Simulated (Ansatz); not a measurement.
The relaxed structure here is a generated cell of Ni: the first start was made by a random draw of sites in a space group, and the end was not matched to a known phase here, so it may be hypothetical. Known forms of Ni include space group No. 225.

One stationary structure of Ni. Space group Pm-3m (No. 221). Calculation: PBE (plane waves to 420 eV, PAW, scalar-relativistic; Ansatz, a quantum-chemistry and plane-wave program).

```cif
data_Ni3
_chemical_formula_sum 'Ni3'
_space_group_name_H-M_alt 'P 1'
_space_group_IT_number 1
_cell_length_a 3.39873
_cell_length_b 3.39873
_cell_length_c 3.39873
_cell_angle_alpha 90.000
_cell_angle_beta 90.000
_cell_angle_gamma 90.000
loop_
_space_group_symop_operation_xyz
  'x, y, z'
loop_
_atom_site_label
_atom_site_type_symbol
_atom_site_fract_x
_atom_site_fract_y
_atom_site_fract_z
_atom_site_occupancy
Ni1 Ni 0.00000 0.50000 0.50000 1
Ni2 Ni 0.50000 0.00000 0.50000 1
Ni3 Ni 0.50000 0.50000 0.00000 1
```

Q: What magnetic moment does PBE give?

A: Net 0.77 μB/atom, ferromagnetic.

Spin state reached: ferromagnetic (net 0.77 μB/atom), from parallel starting moments; other spin orders were not run from this start.

The run could not lose the symmetry of its start, so the end can be a saddle point.

All atoms sit on sites fixed by symmetry, so only the cell could relax.
